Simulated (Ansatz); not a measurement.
A structure of Bi₂Se₃ relaxed with PBEsol (plane waves to 420 eV, PAW, scalar-relativistic; Ansatz, a quantum-chemistry and plane-wave program); single points at other levels follow on the same geometry (Ansatz, PAW; PBEsol+SOC at 420 eV on a 9×9×9 k-mesh; spin-orbit coupling only where +SOC is written). Space group R-3m (No. 166).

```xyz
5
Lattice="2.0661 1.1929 9.5148 -2.0661 1.1929 9.5148 0.0000 -2.3857 9.5148" Properties=species:S:1:pos:R:3 pbc="T T T"
Bi     0.0000     0.0000    11.4281
Bi     0.0000     0.0000    17.1162
Se     0.0000     0.0000     0.0000
Se     0.0000     0.0000     6.0351
Se     0.0000     0.0000    22.5093
```

```tsv
level	gap (eV)	kind	conduction minimum
PBEsol	0.11	direct	Γ
PBEsol+SOC	[?]	[?]	[?]
```

Problem. Complete the blanks.

Solution. 
- PBEsol+SOC, gap (eV): 0.28
- PBEsol+SOC, kind: indirect
- PBEsol+SOC, conduction minimum: Γ

The shift from spin-orbit coupling is approximate. No spin polarisation in the result.

The run could not lose the symmetry of its start.

It was reached from a disturbed copy of a R-3m (No. 166) cell (AFLOW prototype A2B3_hR5_166_c_ac (C33, as in Bi2Te3)), against which it lies under 1 meV/atom.
